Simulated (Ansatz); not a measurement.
Sn$_{4}$HSe$_{8}$ in space group P3m1 (No. 156; Pearson symbol hP13) under volume change, r²SCAN+D4 in the plane-wave PAW code Ansatz, shape and atoms relaxed at each volume.

```tsv
V (Å³/atom)	E − E(relaxed) (meV/atom)	P (GPa)
23.271	19.4	3.04
24.039	7.8	1.82
24.806	1.7	0.77
25.573	0.0	0.00
26.340	1.4	-0.54
27.107	4.9	-0.88
27.875	9.6	-1.06
```

### Question
What does a third-order Birch–Murnaghan fit give for V₀, B₀ and B′?

### Answer
V₀ = 25.60 Å³/atom, B₀ = 20.5 GPa, B′ = 10.2.

A made-up cell: these elements were put on the sites of a structure type; neither database checked (COD, Materials Project) lists it. Its standing as an ambient phase is unchecked. The r²SCAN+D4 relaxation kept the symmetry of its start; whether a distortion lowers the energy is not shown. Spin–orbit coupling is left out wherever it is not named.

Potentials: the later of the program's two PAW sets.
